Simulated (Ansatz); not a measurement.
Values for one crystal, relaxed and computed with DFT-r²SCAN in the program Ansatz with PAW potentials; other levels are named.

| Property | Result |
|---|---|
| Volume per atom | 15.49 Å³ |
| Electronic character | metallic (no gap) |
| Formation energy from the elements (no fitted shifts) | -2.9 kJ/mol of atoms |
| Density of states at the Fermi level | 0.24 states/eV per atom (mean over ±0.08 eV) |

Q: Which compound is it?
A) GaIr, CsCl type
B) ZnAg, CsCl type
C) Hg4Pt, Im-3m (Hg on 8c, Pt on 2a)
D) CeGa, Cmcm (Ce on 4c, Ga on 4c)

A: B, ZnAg, CsCl type

Space group Pm-3m (CsCl type). The first step of the workflow began from a Materials Project structure, measured or hypothetical; the Crystallography Open Database files this formula in space group No. 221, but the cells were not matched. Its standing as an ambient phase is unchecked. The r²SCAN relaxation kept the symmetry of its start; whether a distortion lowers the energy is not shown. No spin polarisation was allowed. The references are the lowest solids computed at this level, not always the standard phases. Spin–orbit coupling is left out wherever it is not named.

Potentials: the later of the program's two PAW sets.
